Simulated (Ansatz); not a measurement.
## BP with yttrium replacing B: gradients before and after relaxing the atoms

Start: a supercell of BP (zinc blende type, F-43m) built from a COD entry, with all atoms left at the host's positions.

```cif
data_YB26P27
_symmetry_space_group_name_H-M 'F-43m'
_symmetry_Int_Tables_number 216
_cell_length_a 13.6140
_cell_length_b 13.6140
_cell_length_c 13.6140
_cell_angle_alpha 90.000
_cell_angle_beta 90.000
_cell_angle_gamma 90.000
loop_
_atom_site_label
_atom_site_type_symbol
_atom_site_symmetry_multiplicity
_atom_site_Wyckoff_symbol
_atom_site_fract_x
_atom_site_fract_y
_atom_site_fract_z
Y Y 4 a 0.0000 0.0000 0.0000
B2 B 48 h 0.1667 0.0000 0.1667
B5 B 16 e 0.3333 0.8333 0.1667
B9 B 16 e 0.6667 0.6667 0.3333
B15 B 24 f 0.5000 0.6667 0.5000
P28 P 16 e 0.0833 0.9167 0.0833
P29 P 24 g 0.2500 0.9167 0.2500
P33 P 48 h 0.5833 0.7500 0.4167
P41 P 16 e 0.4167 0.5833 0.4167
P54 P 4 c 0.7500 0.2500 0.7500
```

One atom of each set is listed; the run and its k-mesh use a cell of 54 atoms with edges of 9.63, 9.63, 9.63 Å.

All values are calculated (Ansatz; DFT, PBE, plane waves and PAW, scalar-relativistic, 420 eV cutoff, Γ-centred 3×3×3 k-points, Fermi–Dirac smearing 0.01 eV), not measured.

The largest force at the start is 15 eV/Å. Relaxing the ions at fixed cell moves them by 0.490 Å at most (atom 28, P) and 0.136 Å rms.

```
site  moved (Å)            first shell before   first shell after  V_zz before (10²¹ V/m²)  η before
   Y      0.000                 4 P at 1.97 Å       4 P at 2.46 Å                     0.00         –
  B2      0.053                 4 P at 1.97 Å  4 P at 1.91–1.96 Å                     0.34      0.04
  B5      0.007                 4 P at 1.97 Å  4 P at 1.96–1.98 Å                   <0.005         –
 B15      0.002                 4 P at 1.97 Å       4 P at 1.96 Å                    0.011      0.89
 P28      0.490  1 Y at 1.97 Å, 3 B at 1.97 Å       3 B at 1.91 Å                    -7.79      0.00
 P29      0.027                 4 B at 1.97 Å  4 B at 1.92–1.98 Å                     0.91      0.27
 P33      0.005                 4 B at 1.97 Å  4 B at 1.96–1.97 Å                     0.25      0.54
 P41      0.000                 4 B at 1.97 Å       4 B at 1.96 Å                    -0.14      0.00
```

**Question.** How do the gradients change?

**Answer.** 

| site | V_zz after | η after | change of V_zz |
| --- | --- | --- | --- |
| Y | 0.00 | – | 0.00 |
| B2 | -0.31 | 0.93 | – |
| B5 | -0.082 | 0.00 | -0.08 |
| B15 | -0.036 | 0.28 | – |
| P28 | -9.71 | 0.00 | -1.92 |
| P29 | -0.89 | 0.13 | – |
| P33 | -0.42 | 0.83 | – |
| P41 | -0.43 | 0.00 | -0.29 |

The largest change of V_zz along a kept axis is on P28, from -7.79 to -9.71. In per cent, |V_zz| changes by +25 on P (all sites that start above 0.5, bar those whose gradient vanishes or changes sign or whose main axis turns by over 40°). On P29, B2, P33, B15 the largest principal value lies along another axis in the second run, so the two V_zz can't be compared directly. Other sites with |V_zz| of 0.02 or less aren't listed.

The defect repeats with the cell of 54 atoms, so it feels its images: sites between two images don't show the values beside a lone defect, and zeros or small values of η there can come from the images' arrangement.
Before: Without spin–orbit coupling (the program notes it for Y) the gradients can shift somewhat, as the gap is small. With a gap of 0.6 eV on this mesh, small gradients can still move by 0.1 × 10²¹ V/m² or more as the k-mesh gets denser. The cell keeps the host's lattice, where the PBE pressure is 13 GPa. The neighbours have not yet relaxed around the defect (largest force 15 eV/Å), so the values at and beside it are those of a strained start, not of the defect in a real crystal.
After: The relaxation keeps the site symmetry -43m of the start, so the impurity can't leave its site; a start off the site could end lower. With a gap of 0.8 eV on this mesh, small gradients can still move by 0.1 × 10²¹ V/m² or more as the k-mesh gets denser. The cell keeps the host's lattice, where the PBE pressure is 8 GPa.
